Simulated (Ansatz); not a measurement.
ZnO₂:
Space group Pa-3 (No. 205); a = 4.869 Å, b = 4.869 Å, c = 4.869 Å, α = 90.00°, β = 90.00°, γ = 90.00°

| atom | site | symmetry | x | y | z |
|---|---|---|---|---|---|
| Zn | 4a | .-3. | 0.0000 | 0.0000 | 0.0000 |
| O | 8c | .3. | 0.4125 | 0.4125 | 0.4125 |

Relaxed with PBEsol. The program Ansatz at the PBEsol level (PAW) gives a gap of 2.22 eV.

Question: What gap does HSE06 give on the same cell (Ansatz, PAW)?

Answer: 4.49 eV, 2.26 eV more. The hybrid was solved on a coarser mesh and at special points; the gap given is the minimum over both.

```tsv
k	v1 PBEsol	c1 PBEsol	v1 HSE06	c1 HSE06
Γ	0.00	2.92	0.00	5.14
R	-2.16	3.55	?	?
M	-1.34	2.96	?	?
X	-0.21	2.49	?	?
```

Question: Top valence (v1) and lowest conduction level (c1) in eV from each method's valence maximum (which need not be a listed point): supply the withheld HSE06 values.

Answer: 
- X, v1 HSE06: -0.21
- X, c1 HSE06: 4.81
- R, v1 HSE06: -2.10
- R, c1 HSE06: 6.12
- M, v1 HSE06: -1.37
- M, c1 HSE06: 5.38

Cost on shared cores: the PBEsol run (SCF on a 6×6×6 mesh, then bands and DOS) roughly 120 core-seconds, the HSE06 run (SCF on 4×4×4, then a few points) about 7 core-minutes (a rough figure); the tasks are unlike.

The first step of the workflow began from a Materials Project structure, measured or hypothetical; the Crystallography Open Database copy checked does not list it. Whether it is the stable phase at ambient conditions was not checked. Symmetry was held in the PBEsol relaxation; whether a distortion lowers the energy is not shown.

Potentials: the later of the program's two PAW sets.
